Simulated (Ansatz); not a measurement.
BaHfO3:
```
BaHfO3
1.0
    4.15809     0.00000     0.00000
    0.00000     4.15809     0.00000
    0.00000     0.00000     4.15809
Ba Hf O
1 1 3
Direct
  0.00000   0.00000   0.00000
  0.50000   0.50000   0.50000
  0.00000   0.50000   0.50000
  0.50000   0.50000   0.00000
  0.50000   0.00000   0.50000
```

Relaxed with PBEsol. Special points in fractions of this cell's reciprocal vectors: Γ (0.000, 0.000, 0.000); X (0.000, 0.500, 0.000); M (0.500, 0.500, 0.000); R (0.500, 0.500, 0.500).

Q: List the band energies nearest the valence-band maximum at these points for the program Ansatz at the PBEsol with spin–orbit coupling level (PAW).

A: In eV from the valence-band maximum; about four levels below and three above (degenerate sets whole), none deeper than 8.9 eV; points with the same levels are listed once.

```
k                    below                          above
-  -----------------------  -----------------------------
Γ      0.00 0.00 0.00 0.00            3.50 3.50 3.50 3.50
X  -0.51 -0.51 -0.27 -0.27            4.05 4.05 6.30 6.30
M  -0.78 -0.78 -0.05 -0.05            6.24 6.24 6.40 6.40
R      0.00 0.00 0.00 0.00  6.08 6.08 6.12 6.12 6.12 6.12
```

Space group Pm-3m (cubic perovskite). The PBEsol relaxation kept the symmetry of its start. No spin polarisation was allowed.

Potentials: the earlier of the program's two PAW sets. The files were generated under PBE; for other functionals the program regenerates the frozen cores, and for LDA and PBEsol the local potential too.
